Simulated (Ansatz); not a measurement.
**NaV2AgO4F4: do the settings matter for the field gradients?**

Cell: a measured structure from the Crystallography Open Database (COD), atoms as given.

Space group P2/c (No. 13); a = 10.3826, b = 5.8079, c = 4.9429 Å, β = 90.07°.

| site | Wyckoff | site symmetry | x | y | z |
| --- | --- | --- | --- | --- | --- |
| Na | 2f | 2 | 0.5000 | 0.3250 | 0.7500 |
| V | 4g | 1 | 0.2418 | 0.1628 | 0.2362 |
| Ag | 2e | 2 | 0.0000 | 0.6847 | 0.2500 |
| O9 | 4g | 1 | 0.1446 | 0.3510 | 0.3643 |
| O13 | 4g | 1 | 0.1640 | 0.0989 | 0.9355 |
| F17 | 4g | 1 | 0.3704 | 0.3550 | 0.1159 |
| F21 | 4g | 1 | 0.3569 | 0.1043 | 0.5415 |

One atom of each set is listed.

Reference run. Computed with Ansatz: DFT, PBE, plane waves and PAW, scalar-relativistic, 420 eV cutoff, Γ-centred 2×4×4 k-points, Fermi–Dirac smearing 0.02 eV.

Q: The input is changed as follows: `hamiltonian.xc`: pbe → rpbe; `scf.occupations.method`: fermi_dirac → gaussian; `scf.occupations.width`: 0.02 → 0.01. What happens to V_zz (10²¹ V/m²) and η?

A: 

| site | V_zz reference | η reference | V_zz changed | η changed |
| --- | --- | --- | --- | --- |
| Na | -0.56 | 0.64 | -0.59 | 0.64 |
| V | 3.80 | 0.72 | 3.72 | 0.72 |
| Ag | -3.86 | 0.84 | -4.04 | 0.79 |
| O9 | 2.54 | 0.61 | 2.45 | 0.68 |
| O13 | -1.78 | 0.19 | -1.84 | 0.19 |
| F17 | 8.76 | 0.19 | 8.90 | 0.18 |
| F21 | 5.95 | 0.81 | 6.03 | 0.80 |

The largest change of V_zz is on Ag, from -3.86 to -4.04. In per cent, |V_zz| changes by +5 on Na, -2 on V, +5 on Ag, -3 to +3 on O, +1 to +2 on F (all sites that start above 0.5). Its pressure is 9 GPa, against 4 GPa in the reference run. SCF iterations: 10 and 11.

On the reference run: At this cell the principal stresses reach 6 GPa in size with PBE, which can matter for small gradients. The largest force is 0.7 eV/Å, so the atoms aren't at the calculated equilibrium and relaxing them would move these values. Without spin–orbit coupling (the program notes it for Ag) the gradients are little affected as a rule: paired runs on crystals with a gap mostly move them by under 2 % at such atoms.
